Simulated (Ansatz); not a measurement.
GaP (zinc blende)

```
CELL_PARAMETERS angstrom
      0.00000     2.72569     2.72569
      2.72569     0.00000     2.72569
      2.72569     2.72569     0.00000
ATOMIC_POSITIONS crystal
  P  0.75000 0.75000 0.75000
  Ga 0.00000 0.00000 0.00000
```

The slice is a {111} plane (indices of the conventional cell) through the point (0.750, 0.750, 0.750) (fractional), spanned by u = [100] and v = [-1 2 0] in vectors of this cell: u (3.85 Å) and v (6.68 Å, at 90° to u). It covers one period; positions are fractions (u, v).

The numbers are results of r2SCAN (plane waves to 500 eV, PAW, scalar-relativistic; Ansatz, a first-principles code), not measurements. k mesh 10×10×10. Near the nuclei the fields are pseudised (PAW); where an atom keeps semicore shells as valence, they peak there. GaP was relaxed with its symmetry unable to fall.

Task: Sketch the electrostatic potential energy of an electron, from the cell's mean on this plane as a map.

Result: 
```
|xxxxxxxx33778888887733xxxxxx|
|xxxxxxxx55889999998855xxxxxx|
|xxxxxx447799999999997744xxxx|
|1122446688999999999988664422|
|1122446688999999999988664422|
|xx00115577889999998877551100|
|xxxxxx336677777777776633xxxx|
|xxxxxx225555332233555522xxxx|
|xxxxxx2222xxxxxxxxxx2222xxxx|
|xx001122xxxxxxxxxxxxxx221100|
|22334422xxxxxxxxxxxxxx224433|
|66666622xxxxxxxxxxxxxx226666|
|88887733xxxxxxxxxxxxxx337788|
|99998855xxxxxxxxxxxxxx558899|
|9999997744xxxxxxxxxx44779999|
|9999998866442211224466889999|
|9999998866442211224466889999|
|99998877551100xx001155778899|
|7777776633xxxxxxxxxx33667777|
|2233555522xxxxxxxxxx22555533|
|xxxxxx2222xxxxxxxxxx2222xxxx|
|xxxxxxxx221100xx001122xxxxxx|
|xxxxxxxx22443322334422xxxxxx|
|xxxxxxxx22666666666622xxxxxx|
```
Scale: ten equal steps from -1.00 (start of '0') to 7.58 (end of '9'), in the order '0123456789'. Values: electrostatic potential energy of an electron, from the cell's mean, in eV. The map has 14 points along u (two characters each, u = 0 at the left) and 24 along v (v = 0 in the bottom row). Points within 1 Å of a nucleus are blanked (x), as the pseudised field means little there. Values under -1 eV are set to -1. The zero, the cell's mean, hangs on the PAW cores.
